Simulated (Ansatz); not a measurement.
The cell below belongs to a search over invented structures; it isn't taken from experiment.

Input and command of a plane-wave DFT calculation in Ansatz:

```yaml
crystal:
  lattice:
    - [0.0, 5.261, 5.261]
    - [5.261, 0.0, 5.261]
    - [5.261, 5.261, 0.0]
  atoms:
    - { symbol: Ca, position: [0.0, 0.0, 0.0] }
    - { symbol: Os, position: [0.5, 0.5, 0.5], spin: 1.0 }
    - { symbol: C, position: [0.79984794, 0.20015206, 0.20015206] }
    - { symbol: C, position: [0.20015206, 0.79984794, 0.20015206] }
    - { symbol: C, position: [0.20015206, 0.20015206, 0.79984794] }
    - { symbol: C, position: [0.20015206, 0.79984794, 0.79984794] }
    - { symbol: C, position: [0.79984794, 0.20015206, 0.79984794] }
    - { symbol: C, position: [0.79984794, 0.79984794, 0.20015206] }
    - { symbol: "N", position: [0.68865235, 0.31134765, 0.31134765] }
    - { symbol: "N", position: [0.31134765, 0.68865235, 0.31134765] }
    - { symbol: "N", position: [0.31134765, 0.31134765, 0.68865235] }
    - { symbol: "N", position: [0.31134765, 0.68865235, 0.68865235] }
    - { symbol: "N", position: [0.68865235, 0.31134765, 0.68865235] }
    - { symbol: "N", position: [0.68865235, 0.68865235, 0.31134765] }
basis:
  ecutwfc: 420
kpoints:
  mp_grid: { grid: [4, 4, 4] }
hamiltonian:
  xc: pbe
scf:
  occupations: { method: gaussian, width: 0.1 }
  lower_state_search: "off"
output:
  forces: true
  stress: true
  eigenvalues: true
  populations: true
magnetization:
  spin_polarized: true
relax:
  adjacent_minimum: "off"
  f_tol: 0.04
  max_steps: 70
  cell: { stress_tol: 0.4 }
```

```bash
ansatz run input.yaml --threads 1 --pin off --max-ram 2560MiB --backend cpu --events-out ev --progress --plain --runs-dir out
```

Processor: AMD EPYC 9R45 96-Core Processor (Zen 5), 1 thread, on a host shared with other jobs.

Problem. How long does it run, and how much memory does it take?

Solution. About 85 s, peak memory 0.94 GiB. It solves 55 bands at 8 k points (after reduction by symmetry) with about 7391 plane waves (on the last cell), in 89 SCF iterations over 10 ionic steps.
